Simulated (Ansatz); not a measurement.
Method: DFT PBE, scalar-relativistic, plane waves, PAW (Ansatz). Settings: cutoff 420 eV, Γ-centred meshes spaced at most about 0.3 Å⁻¹ (2π included), Gaussian smearing. No spin polarisation in the final relaxations.

Temperature and zero-point effects are left out.

Compare these two cells of YAl2N3, each relaxed at this level.

A.

```
Y Al N
1.0
     3.29617    0.00000    0.00000
    -1.64808    2.85456    0.00000
     0.00000    0.00000    8.32024
Y Al N
1 2 3
Direct
  0.33333 0.66667 0.66688
  0.00000 0.00000 0.01975
  0.66667 0.33333 0.31917
  0.33333 0.66667 0.94773
  0.66667 0.33333 0.54696
  0.00000 0.00000 0.24951
```

B.

```
Y Al N
1.0
    -1.66271    1.66271    7.02009
     1.66271   -1.66271    7.02009
     1.66271    1.66271   -7.02009
Y Al N
1 2 3
Direct
  0.00000 0.00000 0.00000
  0.67815 0.67815 0.00000
  0.32185 0.32185 0.00000
  0.25000 0.75000 0.50000
  0.89509 0.39509 0.50000
  0.60491 0.10491 0.50000
```

Problem. Which form is favoured at zero pressure, and by what margin per atom?

Solution. B is lower, by 46 meV/atom. A has Y and Al ordered on zinc blende sites, space group P3m1 (No. 156), 13.0 Å³/atom and a gap of 2.11 eV on its mesh; B has Y and Al ordered on zinc blende sites, space group I-4m2 (No. 119), 12.9 Å³/atom and a gap of 1.79 eV. In A, Y is surrounded by 3 N at 2.15 Å and 1 N at 2.34 Å; Al on its first site is surrounded by 4 N at 1.91–2.00 Å; N on its first site is surrounded by 3 Al at 2.00 Å and 1 Y at 2.34 Å; 3 more sites not described. In B, around Y lie 4 N at 2.22 Å; around Al lie 4 N at 1.94–1.96 Å; around N on a site of symmetry -4m2 lie 4 Al at 1.94 Å; 1 more site not described. Both come from invented guesses.

Kohn–Sham gaps at this level usually fall short of measured ones. Cells relaxed within their symmetry can be saddle points.
